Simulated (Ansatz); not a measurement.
Cr:
```
CELL_PARAMETERS angstrom
      2.31733     0.00000     0.00000
      0.00000     2.31733     0.00000
      0.00000     0.00000     2.31733
ATOMIC_POSITIONS crystal
  Cr 0.00000 0.00000 0.00000
```

Relaxed with r²SCAN. Special points in fractions of this cell's reciprocal vectors: Γ (0.000, 0.000, 0.000); X (0.000, 0.500, 0.000); M (0.500, 0.500, 0.000); R (0.500, 0.500, 0.500).

Problem. List the band energies nearest the Fermi level at these points for plane-wave PAW r²SCAN (Ansatz code).

Solution. In eV from the Fermi level; about four levels below and three above (degenerate sets whole), none deeper than 8.9 eV; … stands for higher levels left out; points with the same levels are listed once.

```csv
k,below,above
Γ,-8.05 -3.68 -3.68,…
X,-3.45 -2.85 -1.03,0.63 0.63 …
M,-4.97 -2.01,1.09 1.09 3.78
R,-3.14 -3.14 -3.14,3.90 3.90 …
```

Space group Pm-3m (simple cubic). A made-up cell: these elements were put on the sites of a structure type; neither database checked (COD, Materials Project) lists it. It is not the phase usual at ambient conditions (space group No. 229). The r²SCAN relaxation kept the symmetry of its start. At this level the phase is mechanically unstable. The workflow began spin-polarised and lost its moments. The cell computed holds one magnetic atom, so no antiferromagnetic order was within reach.

Potentials: the later of the program's two PAW sets.
